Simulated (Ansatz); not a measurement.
A: W (bcc, W type), a = 3.169 Å, b = 3.169 Å, c = 3.169 Å, α = 90.00°, β = 90.00°, γ = 90.00°
B: PbTe (rock salt), a = b = c = 6.5347 Å, α = β = γ = 90.00°
C: Ni (fcc, Cu type), a = 3.478 Å, b = 3.478 Å, c = 3.478 Å, α = 90.00°, β = 90.00°, γ = 90.00°
D: BeTe (zinc blende), a = b = c = 5.657 Å, α = β = γ = 90.00°
E: CuI (zinc blende), a = 6.0230 Å, b = 6.0230 Å, c = 6.0230 Å, α = 90.00°, β = 90.00°, γ = 90.00°

Scan: energy over volume and axial ratio (atoms clamped). One method and one kind of scan serve all of them; meshes and ranges differ. All were relaxed with their symmetry unable to fall. CuI is run without spin polarisation. Relaxed Ni ends ferromagnetic. Spin-orbit coupling is left out. W is run without spin polarisation. Other magnetic orders were not checked, so this need not be the ground state. (This holds for the magnetic or f-shell members.)

**Question.** Rank these by shear modulus C′ = (C11 − C12)/2 (fitted) (lowest first), as r2SCAN (plane waves to 500 eV, PAW, scalar-relativistic; Ansatz, a quantum-chemistry and plane-wave program) gives it.

**Answer.** E (9 GPa), D (32 GPa), B (54 GPa), C (71 GPa), A (170 GPa)

(Under strain, the slope of the energy per volume gives the stress and its curvature an elastic modulus.)
